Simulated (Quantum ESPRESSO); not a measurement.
# Zr3GaFO7: finding a planted mistake in a log

Simulated, not a measurement. The program is pw.x of Quantum ESPRESSO 7.5 (plane-wave density functional theory). The cell is made up: 12 atoms on a fluorite lattice, with randomly drawn elements, strain and displacements, not relaxed. PseudoDojo standard norm-conserving files (v0.5 for PBE, v0.4.1 for LDA and PBEsol) set the functional; there is no spin polarisation, spin-orbit coupling or dispersion term, and the masses in the input are unused placeholders.

Intended input:

```
&control calculation='scf', pseudo_dir='./dojo.nc.sr.pbe.v0_5.standard.upf', outdir='./o', disk_io='low', tprnfor=.true., tstress=.true. /
&system ibrav=0, nat=12, ntyp=4, nbnd=55, ecutwfc=84.00895049, nosym=.true., tot_charge=0,
 occupations='smearing', smearing='fd', degauss=0.0018374661
/
&electrons conv_thr=7.350e-09, electron_maxstep=60, /
ATOMIC_SPECIES
F 1.0 F.upf
Ga 1.0 Ga.upf
O 1.0 O.upf
Zr 1.0 Zr.upf
CELL_PARAMETERS angstrom
5.1779 0.0 0.0
0.0 5.1779 0.0
0.0 0.0 5.1779
ATOMIC_POSITIONS angstrom
Zr 0.0443 0.0764 -0.0383
Zr 0.0316 2.6543 2.6363
Ga 2.6813 -0.0523 2.6791
Zr 2.5322 2.6131 -0.0421
F 1.3016 1.2011 1.3123
O 1.3299 1.4123 3.6896
O 1.3188 3.9843 1.3224
O 1.296 3.7576 3.9921
O 3.8299 1.2607 1.2239
O 3.8361 1.1895 3.8267
O 3.888 3.8095 1.2421
O 3.9208 3.7761 3.9287
K_POINTS automatic
4 4 4 1 1 1
```

The log is shortened where brackets say so; the opening notice, blank lines, dates and the lines on written files are dropped, and the path of the files is cut. It prints rydbergs, bohrs and kilobars, and counts compression as positive stress. Where no state is partly filled, the Fermi energy that it prints is only some level between the filled and the empty states on the mesh, and need not lie in the true gap.

Log of the intended run:

```
     Program PWSCF v.7.5
     Parallel version (MPI & OpenMP), running on       4 processor cores
     Number of MPI processes:                 4
     Threads/MPI process:                     1
     [start-up lines left out]
     bravais-lattice index     =            0
     lattice parameter (alat)  =       9.7848  a.u.
     unit-cell volume          =     936.8231 (a.u.)^3
     number of atoms/cell      =           12
     number of atomic types    =            4
     number of electrons       =        98.00
     number of Kohn-Sham states=           55
     kinetic-energy cutoff     =      84.0090  Ry
     charge density cutoff     =     336.0358  Ry
     scf convergence threshold =      7.3E-09
     mixing beta               =       0.7000
     number of iterations used =            8  plain     mixing
     Exchange-correlation= PBE
                           (   1   4   3   4   0   0   0)
     [axes and pseudopotential details left out]
   Cartesian axes
     site n.     atom                  positions (alat units)
         1        Zr     tau(   1) = (   0.0085556   0.0147550  -0.0073968  )
         2        Zr     tau(   2) = (   0.0061029   0.5126209   0.5091446  )
         3        Ga     tau(   3) = (   0.5178354  -0.0101006   0.5174105  )
         4        Zr     tau(   4) = (   0.4890400   0.5046641  -0.0081307  )
         5        F      tau(   5) = (   0.2513760   0.2319666   0.2534425  )
         6        O      tau(   6) = (   0.2568416   0.2727554   0.7125669  )
         7        O      tau(   7) = (   0.2546979   0.7694818   0.2553931  )
         8        O      tau(   8) = (   0.2502945   0.7256996   0.7709882  )
         9        O      tau(   9) = (   0.7396628   0.2434771   0.2363700  )
        10        O      tau(  10) = (   0.7408602   0.2297263   0.7390448  )
        11        O      tau(  11) = (   0.7508836   0.7357230   0.2398849  )
        12        O      tau(  12) = (   0.7572182   0.7292725   0.7587439  )
     number of k points=    32  Fermi-Dirac smearing, width (Ry)=  0.0018
                       cart. coord. in units 2pi/alat
        k(    1) = (   0.1250000   0.1250000   0.1250000), wk =   0.0625000
        k(    2) = (   0.1250000   0.1250000   0.3750000), wk =   0.0625000
     [further k points left out]
     Dense  grid:    97521 G-vectors     FFT dimensions: (  60,  60,  60)
     Estimated max dynamical RAM per process >     236.51 MB
     Estimated total dynamical RAM >     874.59 MB
     Initial potential from superposition of free atoms
     starting charge      97.9902, renormalised to      98.0000
     Starting wfcs are   71 randomized atomic wfcs
     total cpu time spent up to now is        5.6 secs
     per-process dynamical memory:   168.4 Mb
     Self-consistent Calculation
     iteration #  1     ecut=    84.01 Ry     beta= 0.70
     Davidson diagonalization with overlap
     ethr =  1.00E-02,  avg # of iterations =  2.0
     total cpu time spent up to now is       13.6 secs
     total energy              =    -736.49160100 Ry
     estimated scf accuracy    <       4.35804067 Ry
     iteration #  2     ecut=    84.01 Ry     beta= 0.70
     Davidson diagonalization with overlap
     ethr =  4.45E-03,  avg # of iterations =  6.3
     total cpu time spent up to now is       25.7 secs
     total energy              =    -734.10439862 Ry
     estimated scf accuracy    <      21.46414268 Ry
     [iterations 3 to 14 left out]
     iteration # 15     ecut=    84.01 Ry     beta= 0.70
     Davidson diagonalization with overlap
     ethr =  6.86E-11,  avg # of iterations =  3.1
     total cpu time spent up to now is      153.9 secs
     total energy              =    -738.68880886 Ry
     estimated scf accuracy    <       0.00000002 Ry
     iteration # 16     ecut=    84.01 Ry     beta= 0.70
     Davidson diagonalization with overlap
     ethr =  2.05E-11,  avg # of iterations =  4.2
     total cpu time spent up to now is      163.6 secs
     End of self-consistent calculation
     [lines on levels left out]
     the Fermi energy is    11.3234 ev
!    total energy              =    -738.68880887 Ry
     estimated scf accuracy    <          8.9E-10 Ry
     smearing contrib. (-TS)   =      -0.00000000 Ry
     internal energy E=F+TS    =    -738.68880887 Ry
     The total energy is F=E-TS. E is the sum of the following terms:
     one-electron contribution =    -160.40974367 Ry
     hartree contribution      =     146.46784136 Ry
     xc contribution           =    -171.75099409 Ry
     ewald contribution        =    -552.99591248 Ry
     convergence has been achieved in  16 iterations
     Forces acting on atoms (cartesian axes, Ry/au):
     atom    1 type  4   force =    -0.10430760   -0.07210903   -0.00686899
     atom    2 type  4   force =    -0.08577676    0.04099582   -0.00638075
     atom    3 type  2   force =     0.04804134   -0.01605763   -0.01560249
     atom    4 type  4   force =     0.11437664    0.03037978    0.00902734
     atom    5 type  1   force =    -0.01258614    0.04877999   -0.04493228
     atom    6 type  3   force =    -0.00657438   -0.08893158    0.05677542
     atom    7 type  3   force =     0.00364846   -0.02886655    0.03333040
     atom    8 type  3   force =    -0.02728696    0.08047872   -0.02069551
     atom    9 type  3   force =     0.03191593   -0.01406279    0.00341860
     atom   10 type  3   force =     0.01969025   -0.00793193   -0.00035407
     atom   11 type  3   force =     0.01540156    0.01600362    0.01421158
     atom   12 type  3   force =     0.00345767    0.01132159   -0.02192925
     Total force =     0.265398     Total SCF correction =     0.000085
     Computing stress (Cartesian axis) and pressure
          total   stress  (Ry/bohr**3)                   (kbar)     P=      -78.08
  -0.00062942  -0.00011870   0.00013958          -92.59      -17.46       20.53
  -0.00011870  -0.00045397  -0.00005731          -17.46      -66.78       -8.43
   0.00013958  -0.00005731  -0.00050898           20.53       -8.43      -74.87
     init_run     :      5.30s CPU      5.46s WALL (       1 calls)
     electrons    :    156.78s CPU    157.96s WALL (       1 calls)
     forces       :      1.60s CPU      1.62s WALL (       1 calls)
     stress       :      5.38s CPU      5.51s WALL (       1 calls)
     [timing details left out]
     PWSCF        :   2m49.31s CPU   2m50.85s WALL
     JOB DONE.
```

A second run was made from an input with one planted mistake. Its log:

```
     Program PWSCF v.7.5
     Parallel version (MPI & OpenMP), running on       4 processor cores
     Number of MPI processes:                 4
     Threads/MPI process:                     1
     [start-up lines left out]
     bravais-lattice index     =            0
     lattice parameter (alat)  =       9.7848  a.u.
     unit-cell volume          =     936.8231 (a.u.)^3
     number of atoms/cell      =           12
     number of atomic types    =            4
     number of electrons       =        98.00
     number of Kohn-Sham states=           55
     kinetic-energy cutoff     =      84.0090  Ry
     charge density cutoff     =     336.0358  Ry
     scf convergence threshold =      7.3E-09
     mixing beta               =       0.7000
     number of iterations used =            8  plain     mixing
     Exchange-correlation= PBE
                           (   1   4   3   4   0   0   0)
     [axes and pseudopotential details left out]
   Cartesian axes
     site n.     atom                  positions (alat units)
         1        Zr     tau(   1) = (   0.0085556   0.0147550  -0.0073968  )
         2        Zr     tau(   2) = (   0.0061029   0.5126209   0.5091446  )
         3        Ga     tau(   3) = (   0.5178354  -0.0101006   0.5174105  )
         4        Zr     tau(   4) = (   0.4890400   0.5046641  -0.0081307  )
         5        F      tau(   5) = (   0.2513760   0.2319666   0.2534425  )
         6        O      tau(   6) = (   0.2568416   0.2727554   0.7125669  )
         7        O      tau(   7) = (   0.2546979   0.7694818   0.2553931  )
         8        O      tau(   8) = (   0.2502945   0.7256996   0.7709882  )
         9        O      tau(   9) = (   0.7396628   0.2434771   0.2363700  )
        10        O      tau(  10) = (   0.7408602   0.2297263   0.7390448  )
        11        O      tau(  11) = (   0.7508836   0.7357230   0.2398849  )
        12        O      tau(  12) = (   0.7572182   0.7292725   0.7587439  )
     number of k points=     4  Fermi-Dirac smearing, width (Ry)=  0.0018
                       cart. coord. in units 2pi/alat
        k(    1) = (   0.2500000   0.2500000   0.2500000), wk =   0.5000000
        k(    2) = (   0.2500000   0.2500000  -0.2500000), wk =   0.5000000
     [further k points left out]
     Dense  grid:    97521 G-vectors     FFT dimensions: (  60,  60,  60)
     Estimated max dynamical RAM per process >     154.72 MB
     Estimated total dynamical RAM >     547.47 MB
     Initial potential from superposition of free atoms
     starting charge      97.9902, renormalised to      98.0000
     Starting wfcs are   71 randomized atomic wfcs
     total cpu time spent up to now is        2.4 secs
     per-process dynamical memory:    94.0 Mb
     Self-consistent Calculation
     iteration #  1     ecut=    84.01 Ry     beta= 0.70
     Davidson diagonalization with overlap
     ethr =  1.00E-02,  avg # of iterations =  2.0
     total cpu time spent up to now is        3.4 secs
     total energy              =    -736.51033110 Ry
     estimated scf accuracy    <       4.33793331 Ry
     iteration #  2     ecut=    84.01 Ry     beta= 0.70
     Davidson diagonalization with overlap
     ethr =  4.43E-03,  avg # of iterations =  6.0
     total cpu time spent up to now is        5.0 secs
     total energy              =    -734.22789870 Ry
     estimated scf accuracy    <      20.87801008 Ry
     [iterations 3 to 14 left out]
     iteration # 15     ecut=    84.01 Ry     beta= 0.70
     Davidson diagonalization with overlap
     ethr =  1.30E-10,  avg # of iterations =  2.0
     total cpu time spent up to now is       26.3 secs
     total energy              =    -738.70669420 Ry
     estimated scf accuracy    <       0.00000002 Ry
     iteration # 16     ecut=    84.01 Ry     beta= 0.70
     Davidson diagonalization with overlap
     ethr =  1.75E-11,  avg # of iterations =  4.2
     total cpu time spent up to now is       28.1 secs
     End of self-consistent calculation
     [lines on levels left out]
     the Fermi energy is    11.6110 ev
!    total energy              =    -738.70669421 Ry
     estimated scf accuracy    <          1.1E-09 Ry
     smearing contrib. (-TS)   =       0.00000000 Ry
     internal energy E=F+TS    =    -738.70669421 Ry
     The total energy is F=E-TS. E is the sum of the following terms:
     one-electron contribution =    -160.37065861 Ry
     hartree contribution      =     146.38607606 Ry
     xc contribution           =    -171.72619919 Ry
     ewald contribution        =    -552.99591248 Ry
     convergence has been achieved in  16 iterations
     Forces acting on atoms (cartesian axes, Ry/au):
     atom    1 type  4   force =    -0.10326707   -0.07264996   -0.00663818
     atom    2 type  4   force =    -0.08464858    0.03920272   -0.00852363
     atom    3 type  2   force =     0.04717436   -0.01665077   -0.01530734
     atom    4 type  4   force =     0.11362794    0.02838885    0.01037371
     atom    5 type  1   force =    -0.01237511    0.04964899   -0.04469752
     atom    6 type  3   force =    -0.00733480   -0.08918796    0.06085551
     atom    7 type  3   force =     0.00141255   -0.03324460    0.03026632
     atom    8 type  3   force =    -0.02671567    0.08320734   -0.02412713
     atom    9 type  3   force =     0.03302202   -0.01248684    0.00299098
     atom   10 type  3   force =     0.02103128   -0.00423365    0.00110887
     atom   11 type  3   force =     0.01508752    0.01698096    0.01428106
     atom   12 type  3   force =     0.00298556    0.01102493   -0.02058263
     Total force =     0.266240     Total SCF correction =     0.000081
     Computing stress (Cartesian axis) and pressure
          total   stress  (Ry/bohr**3)                   (kbar)     P=      -81.04
  -0.00064512  -0.00012346   0.00015155          -94.90      -18.16       22.29
  -0.00012346  -0.00047577  -0.00005287          -18.16      -69.99       -7.78
   0.00015155  -0.00005287  -0.00053173           22.29       -7.78      -78.22
     init_run     :      2.06s CPU      2.11s WALL (       1 calls)
     electrons    :     25.55s CPU     25.76s WALL (       1 calls)
     forces       :      0.47s CPU      0.50s WALL (       1 calls)
     stress       :      1.28s CPU      1.30s WALL (       1 calls)
     [timing details left out]
     PWSCF        :     29.61s CPU     29.95s WALL
     JOB DONE.
```

Question: what was wrong in the second input?

Answer: the k-point mesh is too coarse. The input lines that differ, file-writing options aside:

```
- 4 4 4 1 1 1
+ 2 2 2 1 1 1
```

```
                                            intended run  run with the mistake
                          free energy (eV)    -10050.373            -10050.617
                    smearing term -TS (eV)        0.0000                0.0000
                            pressure (GPa)         -7.81                 -8.10
            largest force component (eV/Å)         2.941                 2.921
largest change of a force component (eV/Å)                               0.113
                                iterations            16                    16
```

For scale, a rerun of the intended cell at 1467 eV and a 6 x 6 x 6 mesh moved values by no more than 0.002 eV in energy, 0.04 GPa in stress and 0.007 eV/Å in force.